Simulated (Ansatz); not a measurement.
BaB$_{2}$O$_{4}$ in space group R-3c (No. 167; Pearson symbol hR42), DFT-r²SCAN in the program Ansatz with PAW potentials, all energies at zero smearing, with the estimated change up to a 700 eV cutoff added, with one set of potentials and settings (totals compare only within such a set). Cell of 42 atoms (6 Ba, 12 B, 24 O): -51370.692 eV.

```json
[
 {"element": "Ba", "reference phase": "Im-3m, 1 atoms in the cell", "E (eV/atom)": "-5964.4614"},
 {"element": "B", "reference phase": "R-3m, 12 atoms in the cell", "E (eV/atom)": "-156.5544"},
 {"element": "O", "reference phase": "C2/m, 4 atoms in the cell, spin-polarised", "E (eV/atom)": "-566.0281"}
]
```

Formation energy per atom, worked out: (-51370.692 − 6×(-5964.4614) − 12×(-156.5544) − 24×(-566.0281))/42 = -2.871 eV/atom (-277 kJ per mol of atoms), at 0 K, without zero-point energy or fitted corrections.

The first step of the workflow began from a Materials Project structure, measured or hypothetical; the Crystallography Open Database files this formula in space group No. 167, but the cells were not matched. Its standing as an ambient phase is unchecked. The r²SCAN relaxation kept the symmetry of its start; its stability against distortions is not shown here. The references are the lowest solids computed at this level, not always the standard phases (solids in place of the gases). Spin–orbit coupling is left out wherever it is not named.

Potentials: the later of the program's two PAW sets.
